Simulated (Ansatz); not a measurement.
I (molecular I2 type, space group No. 64) is relaxed with LDA (plane waves, PAW; program Ansatz). What lattice parameters of the conventional cell result?

a = 7.151 Å, b = 4.323 Å, c = 9.528 Å.

Give the free coordinates with the occupied sites.

In one choice of origin and axes:

```
atom  site  symmetry       x       y       z
----  ----  --------  ------  ------  ------
I       8f       m..  0.0000  0.3210  0.3769
```

Is it a metal or does it have a gap at this level?

A gap of 0.68 eV, indirect.

Space group Cmce (molecular I2 type). Symmetry was held in the LDA relaxation. A crystal of weakly bound molecules computed without a dispersion correction: the cell and the soft elastic constants depend strongly on that. Scalar-relativistic: spin–orbit coupling is off unless named, which matters more the heavier the elements.

Potentials: the later of the program's two PAW sets.
